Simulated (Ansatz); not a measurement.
MoSe (P6_3/mcm), relaxed with r²SCAN+D4 (Ansatz, a program for electronic structure, plane waves, PAW): a = b = 9.017 Å, c = 4.417 Å, α = β = 90.00°, γ = 120.00°.

ΔH_f (eV/atom): -0.45

**Question.** The same phase is relaxed and computed with PBE+D3(BJ) in the same code. What are the cell and these values now?

**Answer.** a = 8.752 Å, b = 8.752 Å, c = 4.424 Å, α = 90.00°, β = 90.00°, γ = 120.00°.

ΔH_f (eV/atom): -0.30

Typed or built starts, not in the databases checked: MoSe, P6_3/mcm (Mo on 6g, Se on 6g). Began spin-polarised and lost the moments: MoSe, P6_3/mcm (Mo on 6g, Se on 6g) with r²SCAN+D4; MoSe, P6_3/mcm (Mo on 6g, Se on 6g) with PBE+D3(BJ). All cells were relaxed under the symmetry of their starts (and spin orders); stability against distortions was not tested throughout. Spin–orbit coupling is left out wherever it is not named.

Potentials: the later of the program's two PAW sets.

Ansatz is a plane-wave DFT program.

Formation energies count from the lowest solids of the elements computed at the same level, not from gases.
